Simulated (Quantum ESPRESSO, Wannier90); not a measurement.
# TiN (rock salt): Wannier90 run

```
TiN
1.0
    0.00000     2.12062     2.12062
    2.12062     0.00000     2.12062
    2.12062     2.12062     0.00000
Ti N
1 1
Direct
  0.00000   0.00000   0.00000
  0.50000   0.50000   0.50000
```

Cell from Materials Project (mp-492), symmetrised, no further relaxation. COD (Crystallography Open Database) has an entry of this formula and space group (matched by these alone). Level: PBEsol, no spin polarisation, no spin-orbit coupling; pw.x of Quantum ESPRESSO at 68 Ry with PseudoDojo potentials, 12×12×12 k-points, Wannier90. Density: 12×12×12 mesh, cold smearing 0.01 Ry. A non-magnetic state is assumed, with no Hubbard U on the 3d ions.

Energies are relative to the Fermi level.

**Bands.** No gap over 0.05 eV opens at the Fermi level at this level of theory. 3 filled groups are cut off by gaps; the highest, bands 5, spans -17.01 to -14.50 eV and is N 2s 73 %, Ti 3d 12 %, Ti 4s 11 %.

**Model.** 8 functions (Ti d, N p) from bands 6-22, frozen to 1.50 eV, reach Ω_I = 6.78 Å² and follow pw.x to 1.0 meV rms (states up to 1.0 eV relative to the Fermi level).

**Frozen window.** Edge, Ω_I and misfit go 0.5 eV, 6.57 Å², 42 meV; 1.5 eV, 6.78 Å², 1.0 meV; 2.5 eV, 6.93 Å², 0.8 meV. Ω_I never falls as the edge rises, since each frozen state takes freedom from the choice of the smoothest subspace. The edges under the compared range leave its upper states unfrozen, and their misfit is the largest.

**No window.** Without a frozen window Ω_I drops to 4.49 Å² while the misfit grows to 2556 meV: a small spread is no proof of good bands.

**Outer window.** The setting "outer window to 7.84 eV" raises Ω_I to 7.59 Å², as fewer states are left to mix in, and the misfit goes to 0.4 meV.

**Stops.** With the frozen window to 5.50 eV the program stops (More states in the frozen window than target WFs). With the outer window to 4.84 eV the program stops (Energy window contains fewer states than number of target WFs).
